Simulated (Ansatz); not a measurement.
Space group R-3m:H (No. 166). a = 3.064 Å, b = 3.064 Å, c = 48.520 Å, α = 90.00°, β = 90.00°, γ = 120.00°
| atom | site | symmetry | x | y | z |
| --- | --- | --- | --- | --- | --- |
| Ti | 3b | -3m | 0.6667 | 0.3333 | 0.8333 |
| Ti | 6c | 3m | 0.0000 | 0.0000 | 0.7845 |
| Ti | 6c | 3m | 0.0000 | 0.0000 | 0.6903 |
| Al | 6c | 3m | 0.6667 | 0.3333 | 0.9295 |
| C | 6c | 3m | 0.0000 | 0.0000 | 0.8600 |
| C | 3a | -3m | 0.0000 | 0.0000 | 0.0000 |

Equation of state of this Ti$_{5}$Al$_{2}$C$_{3}$ structure (not necessarily the ground state), with shape and atoms relaxed at each volume where symmetry leaves them free. It has no gap at any of these volumes. Computed with DFT r2SCAN, scalar-relativistic, plane waves, PAW in Ansatz 0.2.0.

Settings: cutoff 500 eV, Γ-centred mesh 12×12×12 on the computed 10-atom cell, Gaussian smearing of 0.10 eV; no spin polarisation.

```tsv
V (Å³/atom)	E − E(largest V) (meV/atom)	P (GPa)
11.963	40.88	18.18
12.358	5.02	11.14
12.752	-14.80	5.12
13.146	-20.92	0.00
13.541	-15.40	-4.36
13.935	0.00	-8.06
```

Question: Fit a third-order Birch–Murnaghan equation to E(V).

Answer: V0 = 13.15 Å³/atom, B0 = 157 GPa, B0' = 4.4.

2 further runs of this set didn't finish or converge.